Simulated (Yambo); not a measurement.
Yambo run on PdSO4 (space group C2/c, No. 15). The wavefunctions are norm-conserving PBEsol (Quantum ESPRESSO, 84 Ry, without SOC) ones on a 2×2×2 mesh (48 occupied bands); a = 4.913 Å, b = 4.913 Å, c = 7.778 Å, α = 98.14°, β = 98.14°, γ = 80.67°.

Yambo input:

```
gw0
dyson
el_el_corr
HF_and_locXC
ppa
em1d
EXXRLvcs= 84 Ry
VXCRLvcs= 336 Ry
Chimod= "HARTREE"
% BndsRnXp
 9 | 278 |
%
NGsBlkXp= 7 Ry
% LongDrXp
 1.0 | 1.0 | 1.0 |
%
PPAPntXp= 27.2114 eV
% GbndRnge
 1 | 278 |
%
GTermKind= "BG"
DysSolver= "n"
ExtendOut
% QPkrange
 5 | 5 | 48 | 49 |
%
```

k points by index: 5 = (-0.5, -0.5, 0).

Resulting energies as the program prints them:

```
#    K-point    Band    Eo [eV]    E [eV]    E-Eo [eV]    Vxc [eV]    Vnlxc [eV]    Sc|Eo [eV]    Sc|E [eV]    dSc/dw|Eo [eV]    Re(Z)    Im(Z)
#
    5    48    0.000000    -0.557853    -0.557853    -22.05587    -27.43925    4.670593    4.825524    -7.555136    0.782686    -0.001530
    5    49    0.937530    2.203664    1.266134    -23.16099    -18.49464    -3.048904    -3.400208    -7.549502    0.782813    -0.001508
```
(The two width columns are left out.) Convergence of these settings isn't established.

Geometry of the Materials Project entry, not relaxed at this level.

The structure is a Materials Project entry; no match was found in the copy of COD used, and its stability was not checked.
